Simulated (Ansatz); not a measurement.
Moving the functional in CsLiCr2Te2S3

```
Cs Li Cr Te S
1.0
     3.60358    0.00000    0.00000
    -1.80179    3.12079    0.00000
     0.00000    0.00000   19.06651
Cs Li Cr Te S
1 1 2 2 3
Direct
  0.00000 0.00000 0.37399
  0.66667 0.33333 0.01607
  0.00000 0.00000 0.86637
  0.33333 0.66667 0.16833
  0.33333 0.66667 0.53891
  0.66667 0.33333 0.77276
  0.00000 0.00000 0.10030
  0.33333 0.66667 0.92920
  0.66667 0.33333 0.23408
```

The cell comes from a database or a generator and needn't be the stable form of this composition.

Kept alike: task band structure; k mesh 9 × 9 × 2; occupations fermi-dirac, width 0.05 eV; collinear spin, ferromagnetic start. Program: Ansatz, Ansatz PAW. Cutoffs run from 420 to 500 eV. The mesh is that of the run's cell of 9 atoms. No spin-orbit coupling.

| functional | pressure (GPa) | largest site moment (μB) |
| --- | --- | --- |
| LDA | -4.88 | 2.72 |
| PBE | 0.02 | 2.74 |
| PBEsol | -2.86 | 2.74 |
| r2SCAN | 0.17 | 2.82 |

Pressure is positive in compression, with a Pulay correction for the finite cutoff. For a metal such a mesh leaves the last digits unconverged. The runs hold the magnetic state that their start led to, which needn't be the lowest. Site moments count inside each atom's sphere or projector. All rows use potentials made for PBE.

What does the functional change here?

The pressure runs from -4.88 (LDA) to 0.17 GPa (r2SCAN). From PBE: LDA -4.90; PBEsol -2.88; r2SCAN +0.15. The largest site moment runs from 2.72 (LDA) to 2.82 μB (r2SCAN). From PBE: LDA -0.02; PBEsol +0.00; r2SCAN +0.08.
